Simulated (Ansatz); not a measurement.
Ansatz (a quantum-chemistry and plane-wave program) input:

Ansatz 0.2 input:
```yaml
crystal:
  lattice:
    - [3.2813364228, 0.0, 0.0]
    - [-1.6406682114, 2.8417207005, 0.0]
    - [0.0, 0.0, 5.1142383275]
  atoms:
    - { symbol: Hf, position: [0.6666666667, 0.3333333333, 0.75] }
    - { symbol: Hf, position: [0.3333333333, 0.6666666667, 0.25] }
    - { symbol: C, position: [0.0, 0.0, 0.0] }
    - { symbol: C, position: [0.0, 0.0, 0.5] }
kpoints:
  mp_grid: { grid: [25, 25, 14] }
hamiltonian:
  xc: lda
  pseudopotentials: { kind: paw }
scf:
  occupations: { method: fermi_dirac, width: 0.1 }
elastic: { mode: relaxed_ion, stencil: two_point, amplitude: 0.005, f_tol: 0.0005 }
```

Output (shortened):

```
Pseudopotential: Hf, paw, valence charge 26
Pseudopotential: C, paw, valence charge 4
Functional definition: SPW92
Crystal: 4 atoms, lattice volume = 47.688 Å³
Basis set: ecut = 420 eV, 953 PW (Γ)
Bands: 36, of which v1, the nominal top of the filled ones, is band 30 counted from 1 (29 counted from 0)
Symmetry: 24 space group operations
Space group: P63/mmc (ITA 194), of the structure as read, at distance tolerance 3.6e-5 Å
k-points: 520 of 8750
SCF 1 converged in 12 iterations: F = -31443.022487 eV  dr2 = 1.49e-14
Crystal: 4 atoms, lattice volume = 47.450 Å³
Symmetry: 8 space group operations
k-points: 1352 of 8750
SCF 2 converged in 12 iterations: F = -31443.021085 eV  dr2 = 3.77e-14
  Residual-converged pass: ⟨swp⟩=1.1  Hψ=54448  notcnv=0  max |occ|·‖R‖ = 7.1e-9 eV (tolerance 1.0e-8 eV)  dr2=3.77e-14  dr2_onsite=5.28e-14  max |Δocc| = 2.3e-13
relax step   1: F+E_penalty+E_count = -31443.02108535 eV  Δ(F+E_penalty+E_count) = +0.000e0 eV  max|allowed force component| = 7.434e-3 eV/Å  Δτ_max = 0.0000 Å  (12 SCF iters, accepted)
Crystal: 4 atoms, lattice volume = 47.450 Å³
SCF 3 converged in 9 iterations: F = -31443.021088 eV  dr2 = 5.27e-15
relax step   2: F+E_penalty+E_count = -31443.02108842 eV  Δ(F+E_penalty+E_count) = -3.064e-6 eV  max|allowed force component| = 1.139e-3 eV/Å  Δτ_max = 0.0005 Å  (9 SCF iters, accepted)
Crystal: 4 atoms, lattice volume = 47.450 Å³
SCF 4 converged in 7 iterations: F = -31443.021088 eV  dr2 = 1.56e-14
relax step   3: F+E_penalty+E_count = -31443.02108849 eV  Δ(F+E_penalty+E_count) = -7.367e-8 eV  max|allowed force component| = 1.056e-7 eV/Å  Δτ_max = 0.0001 Å  (7 SCF iters, accepted)
Crystal: 4 atoms, lattice volume = 47.450 Å³
SCF 5 converged in 2 iterations: F = -31443.021088 eV  dr2 = 5.46e-15
Crystal: 4 atoms, lattice volume = 47.927 Å³
SCF 6 converged in 13 iterations: F = -31443.020387 eV  dr2 = 7.13e-15
relax step   1: F+E_penalty+E_count = -31443.02038727 eV  Δ(F+E_penalty+E_count) = +0.000e0 eV  max|allowed force component| = 5.907e-3 eV/Å  Δτ_max = 0.0000 Å  (13 SCF iters, accepted)
Crystal: 4 atoms, lattice volume = 47.927 Å³
SCF 7 converged in 8 iterations: F = -31443.020389 eV  dr2 = 4.89e-14
relax step   2: F+E_penalty+E_count = -31443.02038928 eV  Δ(F+E_penalty+E_count) = -2.011e-6 eV  max|allowed force component| = 8.785e-5 eV/Å  Δτ_max = 0.0003 Å  (8 SCF iters, accepted)
Crystal: 4 atoms, lattice volume = 47.927 Å³
SCF 8 converged in 2 iterations: F = -31443.020389 eV  dr2 = 2.32e-14
  Residual-converged pass: ⟨swp⟩=1.0  Hψ=54095  notcnv=0  max |occ|·‖R‖ = 7.1e-9 eV (tolerance 1.0e-8 eV)  dr2=2.32e-14  dr2_onsite=2.87e-15  max |Δocc| = 4.6e-12
Crystal: 4 atoms, lattice volume = 47.450 Å³
SCF 9 converged in 10 iterations: F = -31443.020066 eV  dr2 = 1.45e-14
Crystal: 4 atoms, lattice volume = 47.927 Å³
SCF 10 converged in 8 iterations: F = -31443.022053 eV  dr2 = 8.01e-15
  Residual-converged pass: ⟨swp⟩=1.1  Hψ=21072  notcnv=0  max |occ|·‖R‖ = 7.5e-9 eV (tolerance 1.0e-8 eV)  dr2=8.01e-15  dr2_onsite=4.87e-14  max |Δocc| = 1.1e-13
Crystal: 4 atoms, lattice volume = 47.688 Å³
Symmetry: 4 space group operations
k-points: 2288 of 8750
SCF 11 converged in 11 iterations: F = -31443.021712 eV  dr2 = 3.61e-15
relax step   1: F+E_penalty+E_count = -31443.02171237 eV  Δ(F+E_penalty+E_count) = +0.000e0 eV  max|allowed force component| = 4.574e-4 eV/Å  Δτ_max = 0.0000 Å  (11 SCF iters, accepted)
Crystal: 4 atoms, lattice volume = 47.688 Å³
SCF 12 converged in 2 iterations: F = -31443.021712 eV  dr2 = 1.54e-15
Crystal: 4 atoms, lattice volume = 47.688 Å³
SCF 13 converged in 11 iterations: F = -31443.021712 eV  dr2 = 4.17e-15
relax step   1: F+E_penalty+E_count = -31443.02171237 eV  Δ(F+E_penalty+E_count) = +0.000e0 eV  max|allowed force component| = 4.574e-4 eV/Å  Δτ_max = 0.0000 Å  (11 SCF iters, accepted)
Crystal: 4 atoms, lattice volume = 47.688 Å³
SCF 14 converged in 2 iterations: F = -31443.021712 eV  dr2 = 1.70e-15
SCF converged after 12 iterations
Free energy (F): -31443.022487 eV
Harris-Foulkes:  -31443.022487 eV  (|F-HF|=1.46e-11)
Internal energy: -31443.004614 eV  (E = F + TS)
E sigma→0 (E₀):  -31443.013551 eV
Entropy (-TS):   -0.017873 eV (-4.468 meV/atom)
Fermi energy:    21.440066 eV
--- Per-component energies (eV) ---
  E_band       = 285.007202
  E_kinetic    = 1031.442959
  E_local      = -9728.318693  (includes V_loc(G=0)·N_el)
  E_nonlocal   = -2407.659072
  E_hartree    = 4617.990620
  E_xc         = -694.637278
  E_vxc        = -657.261761  (∫ρ·V_xc dr)
  E_paw        = -13556.238670  (= ΣΔE_a)
  E_vpaw       = 2810.822509  (= ΣTr[D̂ρ^β])
  E_aug_tail   = 0.000013  (compensation charges beyond the density's cutoff)
  E_ewald      = -10710.624643
  E_core_change = 5.040150  (= ΣΔE_core)
  E_smearing   = -0.017873  (= −TS)
  E_closure    = 0.000000  (closes the sum)
  Σ components = -31443.022487   (vs F -31443.022487, Δ=0.00e0)
--- Forces (eV/Å), atoms counted from 1 ---
  atom   1  Hf     0.00000000     0.00000000     0.00000000
  atom   2  Hf     0.00000000     0.00000000     0.00000000
  atom   3  C      0.00000000     0.00000000     0.00000000
  atom   4  C      0.00000000     0.00000000     0.00000000
  max |Σ_I F_I| component: 1.85e-17 eV/Å
--- Stress (GPa, compression-positive) ---
       -0.247696       0.000000       0.000000
        0.000000      -0.247696       0.000000
        0.000000       0.000000       0.657039
  P = ⅓ Tr σ = 0.0539 GPa (0.539 kbar)
--- Band table (eV; the first three rows and the last of 520) ---
  k-point 0: bands = ["-39.8417", "-39.7778", "-9.1306", "-8.4287", "-8.4287", "-8.3230", "-8.3230", "-8.2285", "8.2224", "10.1396", "10.1538", "10.1555", "10.1623", "10.1623", "10.2092", "10.2092", "10.2171", "10.2171", "10.2204", "10.2383", "10.2383", …
  k-point 1: bands = ["-39.8410", "-39.7786", "-9.1202", "-8.4274", "-8.4274", "-8.3243", "-8.3243", "-8.2409", "8.2580", "10.1302", "10.1562", "10.1603", "10.1619", "10.1619", "10.2108", "10.2108", "10.2135", "10.2135", "10.2218", "10.2409", "10.2409", …
  k-point 2: bands = ["-39.8386", "-39.7810", "-9.0894", "-8.4235", "-8.4235", "-8.3282", "-8.3282", "-8.2771", "8.3636", "10.1124", "10.1583", "10.1610", "10.1610", "10.1687", "10.2060", "10.2060", "10.2151", "10.2151", "10.2262", "10.2457", "10.2457", …
  k-point 519: bands = ["-39.7771", "-39.7771", "-8.9292", "-8.9292", "-8.7963", "-8.7963", "-8.3681", "-8.3681", "10.0803", "10.0803", "10.1784", "10.1784", "10.2008", "10.2008", "10.2064", "10.2064", "10.2191", "10.2191", "10.2222", "10.2222", "10.2242", …
--- Elastic constants: 3 strain directions × 2 members + reference (group order 24) ---
  dense FFT box of the reference and of every strained cell: 24×24×36
  strains applied: 11, 33, 23; error gains …
  C = ∂σ_k/∂η_j (tension-positive GPa; Voigt order 11 22 33 23 13 12):
       471.681    140.702    183.424      0.000      0.000      0.000
       140.702    471.681    183.424      0.000      0.000      0.000
       184.340    184.340    386.826      0.000      0.000      0.000
         0.000      0.000      0.000    209.392      0.000      0.000
         0.000      0.000      0.000      0.000    209.392      0.000
         0.000      0.000      0.000      0.000      0.000    165.490
  reference stress σ⁰ (GPa):      0.248      0.248     -0.657      0.000      0.000      0.000
  moduli (Voigt/Reuss/Hill, GPa): K = 260.79/260.20/260.49   G = 171.64/161.91/166.77   E = 412.33   ν = 0.236
  mechanically stable: yes (min eigenvalue of sym C = 165.49 GPa)
  strain η (Voigt 11):  stress-route row diagonal C_11 = 471.68 GPa, energy-path curvature d²(F+E_count+ΔE)/dδ²/Ω₀ = 471.68 GPa
         δ    σ_11 (GPa)             F (eV)   n_scf  n_hpsi   n_pw
    -5.000e-3      -2.1457      -31443.0210885       2  461811    959   relax 3 steps, max|allowed force component| 1.06e-7 eV/Å
     5.000e-3       2.5711      -31443.0203893       2  517398    968   relax 2 steps, max|allowed force component| 8.79e-5 eV/Å
  strain η (Voigt 33):  stress-route row diagonal C_33 = 386.83 GPa, energy-path curvature d²(F+E_count+ΔE)/dδ²/Ω₀ = 386.83 GPa
         δ    σ_33 (GPa)             F (eV)   n_scf  n_hpsi   n_pw
    -5.000e-3      -2.6159      -31443.0200661      10  428292    954   relax 0 steps, max|allowed force component| 1.39e-16 eV/Å
     5.000e-3       1.2523      -31443.0220525       8  444653    963   relax 0 steps, max|allowed force component| 4.53e-16 eV/Å
  strain η (Voigt 23):  stress-route row diagonal C_44 = 209.39 GPa, energy-path curvature d²(F+E_count+ΔE)/dδ²/Ω₀ = 209.50 GPa
         δ    σ_23 (GPa)             F (eV)   n_scf  n_hpsi   n_pw
    -5.000e-3      -1.0470      -31443.0217124       2  769279    960   relax 1 steps, max|allowed force component| 4.57e-4 eV/Å
     5.000e-3       1.0470      -31443.0217124       2  770947    960   relax 1 steps, max|allowed force component| 4.57e-4 eV/Å
```

Cost: roughly 28 core-minutes on shared cores.

Space group P6_3/mmc (NiAs type). The workflow started from a Materials Project entry (that database holds measured and hypothetical structures alike); the Crystallography Open Database copy checked does not list it. It is not the phase usual at ambient conditions (space group No. 225). The cell was relaxed with LDA under the symmetry of its start; whether a distortion lowers the energy is not shown. The run is not spin-polarised. As this level gives no gap, shear constants depend on the k-mesh and smearing (Fermi–Dirac, 0.1 eV here). On the denser mesh and wider smearing of the elastic run this cell carries a stress of 0.7 GPa. Spin–orbit coupling is left out wherever it is not named.

Potentials: the later of the program's two PAW sets.

Ansatz is a plane-wave DFT program.
